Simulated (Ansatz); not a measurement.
NbHO$_{3}$:
```xyz
5
Lattice="3.8205 0.0000 0.0000 0.0000 4.0772 0.0000 0.0000 0.0000 4.0427" Properties=species:S:1:pos:R:3 pbc="T T T"
Nb     1.9102     2.0386     1.7632
O      1.9102     0.0000     2.1887
O      0.0000     2.0386     2.0197
O      1.9102     2.0386     4.0207
H      1.9102     0.0000     3.1728
```

This is the PBEsol-relaxed structure. Cartesian axes are those of the cell as given.

Task: All from PBEsol in the plane-wave PAW code Ansatz, unless another level is named. Predict the largest static χ(2) component.

Result: 27 pm/V.

Task: Predict the Born charges (a third of the trace).

Result: Nb +7.25, O -3.46 to -2.01, H +0.51 e.

Task: Next, the electronic dielectric constant ε∞ (DFPT)?

Result: 6.08 (xx), 3.75 (yy), 4.18 (zz).

Space group Pmm2. The start of the workflow was typed in or built on a structure type; neither database checked (COD, Materials Project) lists it. Its standing as an ambient phase is unchecked. The PBEsol relaxation kept the symmetry of its start. At this level the phase is dynamically unstable (imaginary phonons). The workflow began spin-polarised and lost its moments. Scalar-relativistic: spin–orbit coupling is off unless named, which matters more the heavier the elements.

Potentials: the earlier of the program's two PAW sets. The files were generated under PBE; for other functionals the program regenerates the frozen cores, and for LDA and PBEsol the local potential too.
